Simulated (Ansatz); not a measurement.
## NbRh: input and output

The input, for Ansatz 0.2.0 (plane waves, PAW):

```yaml
crystal:
  lattice:
    - [4.49319213, 0.0, 0.0]
    - [0.0, 2.80251651, 0.0]
    - [0.0, 0.0, 4.79008154]
  atoms:
    - { symbol: Nb, position: [0.25, 0.0, 0.182], spin: 1, spin_axis: [0.31707, 0.53081, -0.78594] }
    - { symbol: Nb, position: [0.75, 0.0, 0.818], spin: 1, spin_axis: [-0.25826, -0.76047, 0.59581] }
    - { symbol: Rh, position: [0.25, 0.5, 0.672], spin: 1, spin_axis: [0.35439, 0.89413, 0.27374] }
    - { symbol: Rh, position: [0.75, 0.5, 0.328], spin: 1, spin_axis: [-0.83951, 0.44157, -0.3166] }
  symmetry: { tolerance: 0.0003 }
kpoints:
  mp_grid: { grid: [5, 8, 5], shift: [0, 0, 0] }
  band_path:
    path:
      - [0.0, 0.0, 0.0]
      - [0.5, 0.0, 0.0]
      - [0.5, 0.5, 0.0]
      - [0.0, 0.5, 0.0]
      - [0.0, 0.0, 0.0]
      - [0.0, 0.0, 0.5]
      - [0.5, 0.0, 0.5]
      - [0.5, 0.5, 0.5]
      - [0.0, 0.5, 0.5]
      - [0.0, 0.0, 0.5]
      - [0.5, 0.0, 0.0]
    npoints: 6
magnetization:
  noncollinear: true
  spin_orbit: false
scf:
  occupations: { method: fermi_dirac }
  lower_state_search: "off"
  max_iter: 200
hamiltonian:
  pseudopotentials: { kind: paw }
  xc: pbesol
basis:
  ecutwfc: 420
  fft_grid_basis: typed
output:
  forces: true
  stress: true
  eigenvalues: true
  bader: true
  populations: true
  elf: true
  write_potential: true
  volumetric_format: npy
  dos:
    e_range: [-12, 8]
    de: 0.05
    projected: { site_lists: { Nb: [Nb], Rh: [Rh] } }
    method: { smearing: { sigma: 0.1, scheme: gaussian } }
checkpoint:
  read: saved_state
```

The run starts from an earlier solution of this cell. The state carries no moments; the state need not be the lowest.

Parts of the output:

```
Pseudopotentials: kind: paw
Pseudopotential: Nb, paw, valence charge 13, recommended cutoff 420 eV (normal), Nb.paw.azcp
Pseudopotential: Rh, paw, valence charge 17, recommended cutoff 420 eV (normal), Rh.paw.azcp
Functional definition: PBEsol
  exchange = pbesol_x
  correlation = pbesol_c
Crystal: 4 atoms, lattice volume = 60.318 Å³
Basis set: ecut = 420 eV, 1179 PW (Γ), exchange–correlation on 64×40×72 points (8 copies of the dense FFT grid, shifted against one another)
Bands: 72, of which v1, the nominal top of the filled ones, is band 60 counted from 1 (59 counted from 0)
Symmetry: 4 space group operations
Moments: of one size on atoms that these operations exchange, one fixing the others by the rotation that the starting moments gave each (crystal.symmetry.detect: false holds none)
k-points: 75 of 200
Initial density: read from a saved state, or passed on in memory by an earlier SCF of this step, an earlier step, the calling program or the single point that the run made first
Starting moments: Σ|m| = 4 μB on 4 of 4 sites; this step starts from the density that it was given
Functional: x = pbesol(κ = 0.804, μ = 0.1235), c = pbesol(β = 0.046)
Magnetization: |M| = 0.0000 μB,  M = (+0.0000,  0.0000,  0.0000) μB
Absolute magnetization: 0.0000 μB (∫|m|, with the PAW one-centre terms)
  site 0: m = (+0.0000,  0.0000, +0.0000) μB, |m| = 0.0000 μB  (R = 1.13 Å)
  site 1: m = (+0.0000,  0.0000,  0.0000) μB, |m| = 0.0000 μB  (R = 1.13 Å)
  site 2: m = ( 0.0000,  0.0000, +0.0000) μB, |m| = 0.0000 μB  (R = 1.13 Å)
  site 3: m = (+0.0000,  0.0000,  0.0000) μB, |m| = 0.0000 μB  (R = 1.13 Å)
Free energy (F): -21669.9981 eV
Harris-Foulkes:  -21669.9981 eV  (|F-HF|=2.43e-9)
Internal energy: -21669.8571 eV  (E = F + TS)
E sigma→0 (E₀):  -21669.9276 eV
Entropy (-TS):   -0.1410 eV (-35.260 meV/atom)
Fermi energy:    21.0204 eV
--- Per-component energies (eV) ---
  E_band       = -275.2263
  E_kinetic    = 1943.9498
  E_local      = -4692.3856  (includes V_loc(G=0)·N_el)
  E_nonlocal   = 954.6530
  E_hartree    = 1632.8397
  E_xc         = -793.6414
  E_vxc        = -985.5174  (∫ρ·V_xc dr)
  E_paw        = -13083.3535  (= ΣΔE_a)
  E_vpaw       = -761.6099  (= ΣTr[D̂ρ^β])
  E_aug_tail   = 0.0017  (compensation charges beyond the density's cutoff)
  E_ewald      = -7632.8506
  E_core_change = 0.9298  (= ΣΔE_core)
  E_smearing   = -0.1410  (= −TS)
--- Forces (eV/Å), atoms counted from 1 ---
  atom   1  Nb     0.0000     0.0000     0.3873
  atom   2  Nb     0.0000     0.0000    -0.3873
  atom   3  Rh     0.0000     0.0000     0.6519
  atom   4  Rh     0.0000     0.0000    -0.6519
--- Stress (GPa, compression-positive) ---
        4.3266       0.0000       0.0000
        0.0000       1.1729       0.0000
        0.0000       0.0000       8.3344
  P = ⅓ Tr σ = 4.6113 GPa (46.113 kbar)
--- Löwdin populations: 4 sites ---
  site symbol       q [e]
     0     Nb     12.9769
     1     Nb     12.9769
     2     Rh     16.8789
     3     Rh     16.8789
  spilling = 0.0048 (of n_electrons = 60.0000)
--- Bader charges: 4 sites ---
  site symbol  charge [e]  shift [e]  m_x [muB]  m_y [muB]  m_z [muB]
     0     Nb      0.9469     0.0003     0.0000     0.0000     0.0000
     1     Nb      0.9469     0.0003     0.0000     0.0000     0.0000
     2     Rh     -0.9469     0.0003     0.0000     0.0000     0.0000
     3     Rh     -0.9469     0.0003     0.0000     0.0000     0.0000
```

Origin: a database entry at a rescaled volume.
